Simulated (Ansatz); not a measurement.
Input and output of a relaxation of cell and atoms on Ga3Sb2As as one 6-atom ordering (I-4m2) on the zincblende lattice (the PAW code Ansatz, PBE). The starting cell was estimated from covalent radii.

```yaml
crystal:
  lattice:
    - [-2.055802308, 2.055802308, 8.7220305166]
    - [2.055802308, -2.055802308, 8.7220305166]
    - [2.055802308, 2.055802308, -8.7220305166]
  atoms:
    - { symbol: As, position: [0.0, 0.0, 0.0] }
    - { symbol: Ga, position: [0.5833333333, 0.0833333333, 0.5] }
    - { symbol: Sb, position: [0.6666666667, 0.6666666667, 0.0] }
    - { symbol: Ga, position: [0.25, 0.75, 0.5] }
    - { symbol: Sb, position: [0.3333333333, 0.3333333333, 0.0] }
    - { symbol: Ga, position: [0.9166666667, 0.4166666667, 0.5] }
kpoints:
  mp_grid: { grid: [8, 8, 8] }
hamiltonian:
  xc: pbe
scf:
  occupations: { method: fermi_dirac, width: 0.02 }
relax:
  f_tol: 0.005
  cell: {}
```

Some lines of the output have been replaced by numbered gaps.
```
Functional definition: PBE
Crystal: 6 atoms, lattice volume = 147.448 Å³
[1]
Bands: 51, of which v1, the nominal top of the filled ones, is band 42 counted from 1 (41 counted from 0)
Symmetry: 8 space group operations
Space group: I-4m2 (ITA 119)
k-points: 59 of 512 (time reversal used)
preconditioner: auto → Resta (q_TF=auto, 2.484 Å⁻¹)  ε∞=3.4  [σ=0.020 eV  ℏωp=22.5 eV]
relax step 1: F+E_penalty+E_count = -29174.73082816 eV  max|allowed force component| = 1.411e0 eV/Å  Δτ_max = 0.0000 Å  P = +8.837 GPa  Ω = 147.448 Å³
--- Relaxed structure (5 steps of the walk, 5 accepted, 1 SCFs on fresh bases) ---
[2]
```

Question: Fill in the blanks. They hold the relaxed structure, cutoff and plane waves at Γ.

Answer:
```
[1]
Basis set: ecut = 420 eV, 2865 PW (Γ), FFT grids on a1+a3, a2+a3, a3
[2]
  F+E_penalty+E_count = -29175.38492629 eV   max|allowed force component| = 9.463e-4 eV/Å
  cell:  # Å, volume = 167.0527 Å³
    - [-2.144283, 2.144283, 9.082995]
    - [2.144283, -2.144283, 9.082995]
    - [2.144283, 2.144283, -9.082995]
  atoms:
    - { symbol: As, position: [0.000000, 0.000000, 0.000000] }
    - { symbol: Ga, position: [0.575949, 0.075949, 0.500000] }
    - { symbol: Sb, position: [0.663050, 0.663050, 0.000000] }
    - { symbol: Ga, position: [0.250000, 0.750000, 0.500000] }
    - { symbol: Sb, position: [0.336950, 0.336950, 0.000000] }
    - { symbol: Ga, position: [0.924051, 0.424051, 0.500000] }
```
Only the leading digits can be foreseen; the rest is this run's record.

The walk took 5 steps, besides SCFs solved again on a fresh basis, and changed the volume by +13.3 %. The last SCF, on a fresh basis, lies 109 meV an atom below the first. At the end: the symmetry is I-4m2 (No. 119, tetragonal); a = 4.289 Å, c = 18.166 Å in the conventional setting, 27.84 Å³ an atom. Around As lie 4 Ga at 2.55 Å; around Ga lie 2 As at 2.55 Å and 2 Sb at 2.66 Å; around Sb lie 4 Ga at 2.66 Å; around Ga lie 4 Sb at 2.66 Å.

Command: `ansatz run input.yaml --threads 4 --pin off --max-ram 6451MiB --backend cpu --events-out ev --progress --plain --runs-dir out`.

Question: What wall time did it need on 4 threads of Arm Neoverse V1 (shared host), and how much host memory at the peak?

Answer: About 69 s, with a peak of 0.75 GiB.

Values at 0 K without nuclear motion; spin polarisation is off, and the phase may be a hypothetical one.

No spin-orbit coupling is included; it can move band edges with weight on the heavy atoms by tenths of an eV.
